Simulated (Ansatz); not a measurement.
Data sheet: Ga (DFT)

Ga:
```
CELL_PARAMETERS angstrom
     -1.38657     1.38657     2.22437
      1.38657    -1.38657     2.22437
      1.38657     1.38657    -2.22437
ATOMIC_POSITIONS crystal
  Ga 0.00000 0.00000 0.00000
```

Space group I4/mmm (No. 139), body-centred tetragonal; conventional cell a = b = 2.7731 Å, c = 4.4487 Å, α = β = γ = 90.00°.

Method: DFT-LDA in the program Ansatz with PAW potentials. The cell and atoms are relaxed at this level. Other levels are named where they apply.

Cell and energy:

| Property | Result |
|---|---|
| Volume per atom | 17.11 Å³ |
| Density | 6.77 g/cm³ |

Electronic structure:

| Property | Value |
|---|---|
| Electronic character | metallic (no gap) |
| Density of states at the Fermi level | 0.35 states/eV per atom (mean over ±0.08 eV) |

Mechanics:

| Quantity | Value |
|---|---|
| Bulk modulus (Birch–Murnaghan fit) | 64.9 GPa |
| Pressure derivative B′ | 5.1 |
| Elastic constants (relaxed ions, GPa) | C11 = 89.2, C12 = 47.0, C13 = 60.2, C33 = 70.9, C44 = 4.1, C66 = 12.6 |
| Mechanical stability | stable (all eigenvalues of C positive) |
| Hill bulk and shear moduli | 64.8 and 8.0 GPa |
| Young's modulus | 23.1 GPa |
| Poisson's ratio | 0.44 |
| Debye temperature from the elastic constants | 143 K |

The first step of the workflow began from a Materials Project structure, measured or hypothetical; the Crystallography Open Database copy checked does not list it. It is not the phase usual at ambient conditions (space group No. 64). Symmetry was held in the LDA relaxation; its stability against distortions is not shown here. As this level gives no gap, shear constants depend on the k-mesh and smearing (Fermi–Dirac, 0.1 eV here). Axis ratios of metals converge slowly with the k-mesh, so a and c are less sure than the volume. Spin–orbit coupling is left out wherever it is not named.

Potentials: the earlier of the program's two PAW sets. The files were generated under PBE; for other functionals the program regenerates the frozen cores, and for LDA and PBEsol the local potential too.
